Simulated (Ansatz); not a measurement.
AlIn₂N₃ (Cmc2_1) under several functionals

Plane-wave DFT in Ansatz with scalar-relativistic PAW potentials. The same structure was relaxed (cell and atoms, symmetry kept) in separate runs at each level. Whether it is the stable form of this composition wasn't checked. No spin polarisation.

How do the levels PBE, PBEsol, r2SCAN compare?

| level | cutoff (eV) | k mesh | V (Å³/atom) | a (Å) | b (Å) | c (Å) | gap (eV) | B0 (GPa) |
| --- | --- | --- | --- | --- | --- | --- | --- | --- |
| PBEsol | 420 | 6×6×6 | 13.550 | 10.187 | 5.863 | 5.445 | 0.95 | – |
| r2SCAN | 500 | 6×6×6 | 13.593 | 10.207 | 5.874 | 5.442 | 1.36 | – |
| PBE | 420 | 6×6×6 | 13.968 | 10.291 | 5.923 | 5.500 | 0.88 | 144 |

The usual order of volumes, PBEsol < PBE, holds here (13.550, 13.968 Å³/atom). As a rule PBEsol, built on the gradient expansion of slowly varying densities, lies between LDA and PBE; PBE's stronger gradient term for exchange weakens bonds. r2SCAN lies 2.7 % under PBE in volume. Each gap belongs to its own cell, so it mixes the functional's effect with that of the volume; gaps are the least found on the k mesh or on a band path.